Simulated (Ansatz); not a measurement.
KMgF3:
```yaml
crystal:
  lattice:
    - [4.05424, 0.00000, 0.00000]
    - [0.00000, 4.05424, 0.00000]
    - [0.00000, 0.00000, 4.05424]
  atoms:
    - { symbol: K, position: [0.50000, 0.50000, 0.50000] }
    - { symbol: Mg, position: [0.00000, 0.00000, 0.00000] }
    - { symbol: F, position: [0.50000, 0.00000, 0.00000] }
    - { symbol: F, position: [0.00000, 0.50000, 0.00000] }
    - { symbol: F, position: [0.00000, 0.00000, 0.50000] }
```

Cartesian axes are those of the cell as given.

Problem. Give the high-frequency dielectric tensor and the Born effective charge tensors of the independent atoms from DFPT, PBE in the plane-wave PAW code Ansatz.

Solution. 
ε∞:
```
2.07  0.00  0.00
0.00  2.07  0.00
0.00  0.00  2.07
```
Z* of atom 1 (K), rows: field, columns: displacement, in e:
```
1.18  0.00  0.00
0.00  1.18  0.00
0.00  0.00  1.18
```
Z* of atom 2 (Mg), rows: field, columns: displacement, in e:
```
2.02  0.00  0.00
0.00  2.02  0.00
0.00  0.00  2.02
```
Z* of atom 3 (F), rows: field, columns: displacement, in e:
```
-1.30   0.00   0.00
 0.00  -0.95   0.00
 0.00   0.00  -0.95
```

Static charges for comparison (Bader): K1 +0.88, Mg2 +1.77, F3 -0.88 e. Born charges measure polarisation by displacement and can exceed these by far.

Space group Pm-3m (cubic perovskite). Symmetry was held in the PBE relaxation.

Potentials: the later of the program's two PAW sets.
